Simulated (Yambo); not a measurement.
```xyz
5
Lattice="3.1016 1.7907 2.6215 -3.1016 1.7907 2.6215 0.0000 -3.5814 2.6215" Properties=species:S:1:pos:R:3 pbc="T T T"
O      0.0000     1.5985     3.1193
O     -1.3843    -0.7992     3.1193
O      1.3843    -0.7992     3.1193
K      0.0000     0.0000     0.0655
I      0.0000     0.0000     3.9861
```

KIO₃ (space group R3m, No. 160): mean Im ε in 1 eV windows above the direct gap of 4.07 eV, for different electron-hole kernels (Yambo, broadening 0.15 eV, LDA (pw.x of Quantum ESPRESSO, ONCV potentials, scalar-relativistic) bands; 6×6×6 mesh, 9 valence and 3 conduction bands, static screening with 48 bands and a 3 Ry block, scissor 1.62 eV, Tamm-Dancoff; field along x).

```json
[
 {"window (eV)": "4.1 to 5.1", "independent quasiparticles": "1.9", "RPA (no attraction)": "1.2", "TDDFT, adiabatic LDA kernel": "1.3", "BSE": "3.1"},
 {"window (eV)": "5.1 to 6.1", "independent quasiparticles": "3.6", "RPA (no attraction)": "2.2", "TDDFT, adiabatic LDA kernel": "2.4", "BSE": "2.8"},
 {"window (eV)": "6.1 to 7.1", "independent quasiparticles": "3.8", "RPA (no attraction)": "2.4", "TDDFT, adiabatic LDA kernel": "2.5", "BSE": "3.7"},
 {"window (eV)": "7.1 to 8.1", "independent quasiparticles": "3.9", "RPA (no attraction)": "2.5", "TDDFT, adiabatic LDA kernel": "2.5", "BSE": "2.3"},
 {"window (eV)": "8.1 to 9.1", "independent quasiparticles": "3.7", "RPA (no attraction)": "2.4", "TDDFT, adiabatic LDA kernel": "2.7", "BSE": "1.1"}
]
```

This run doesn't resolve bound excitons or single peaks, so only averages are given, and they too depend on the mesh; weight that the attraction moves below the gap isn't listed. All transitions below 9.47 eV are in the band window. The scissor comes from a G0W0 run whose convergence isn't established.

Spin-orbit coupling is left out, which matters for elements this heavy: edges can move by tenths of an eV.

Geometry of the Materials Project entry, not relaxed at this level.
